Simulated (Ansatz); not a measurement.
Rb3AsF6:
```
Rb3AsF6
1.0
    0.00000     4.65817     4.65817
    4.65817     0.00000     4.65817
    4.65817     4.65817     0.00000
Rb As F
3 1 6
Direct
  0.75000   0.75000   0.75000
  0.25000   0.25000   0.25000
  0.50000   0.50000   0.50000
  0.00000   0.00000   0.00000
  0.78025   0.21975   0.21975
  0.21975   0.78025   0.78025
  0.21975   0.78025   0.21975
  0.78025   0.21975   0.78025
  0.21975   0.21975   0.78025
  0.78025   0.78025   0.21975
```

Plane-wave PAW r²SCAN (Ansatz code) gives a gap of 4.59 eV without spin–orbit coupling, maximum at L, minimum at Γ.

Question: What happens when spin–orbit coupling is switched on?

Answer: The gap hardly moves, to 4.59 eV; maximum at L, minimum at Γ.

Question: Give the electron effective mass with spin–orbit coupling.

Answer: 2.3 mₑ (isotropic).

Question: Give the hole effective mass with spin–orbit coupling.

Answer: 1.2, 1.8, 1.8 mₑ (principal values).

Space group Fm-3m. The first step of the workflow began from a Materials Project structure, measured or hypothetical; the Crystallography Open Database copy checked does not list it. Its standing as an ambient phase is unchecked. Symmetry was held in the r²SCAN relaxation; whether a distortion lowers the energy is not shown.

Potentials: the later of the program's two PAW sets.
